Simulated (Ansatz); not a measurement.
A relaxed cell of HfAl₃O₄ is given with its symmetry left out. The cell was found from a structure generator's guess, not taken from experiment.

All numbers below come from Ansatz 0.2.0, DFT PBE, scalar-relativistic, plane waves, PAW. Cutoff 420 eV, Γ-centred mesh, Gaussian smearing, no spin polarisation.

```
Hf Al O
1.0
    -2.79689    2.79689    2.79689
     2.79689   -2.79689    2.79689
     2.79689    2.79689   -2.79689
Hf Al O
1 3 4
Direct
  0.00000 0.00000 0.00000
  0.00000 0.50000 0.50000
  0.50000 0.00000 0.50000
  0.50000 0.50000 0.00000
  0.50000 0.50000 0.50000
  0.00000 0.00000 0.50000
  0.00000 0.50000 0.00000
  0.50000 0.00000 0.00000
```

Energies over the elements count from the elements' standard structures at the same level (O₂ as a molecule), with no fitted energy shifts.

(1) What space group does it have?

(2) How far does it lie from the elements in energy?

(3) Is it a metal?

## Answers

(1) Im-3m (No. 229), with Hf and Al ordered on caesium chloride sites. Conventional cell: a = 5.594 Å. Around Hf lie 8 O at 2.42 Å and 6 Al at 2.80 Å; Al has 8 O at 2.42 Å, 2 Hf at 2.80 Å and 4 Al at 2.80 Å; around O lie 2 Hf at 2.42 Å, 6 Al at 2.42 Å and 6 O at 2.80 Å.

(2) −0.98 eV/atom. It lies below the elements, which doesn't yet make it stable against other compounds or structures.

(3) Yes, bands cross the Fermi level on the 10×10×10 mesh.

The last run used a 10×10×10 mesh for its 8-atom cell and Gaussian smearing of 0.10 eV. Spin–orbit coupling, which can matter for Hf, is left out. An odd number of electrons in the primitive cell allows no gap without spin; a larger cell or a magnetic state could open one. Symmetry constrained the relaxation, so the result can be a saddle point.
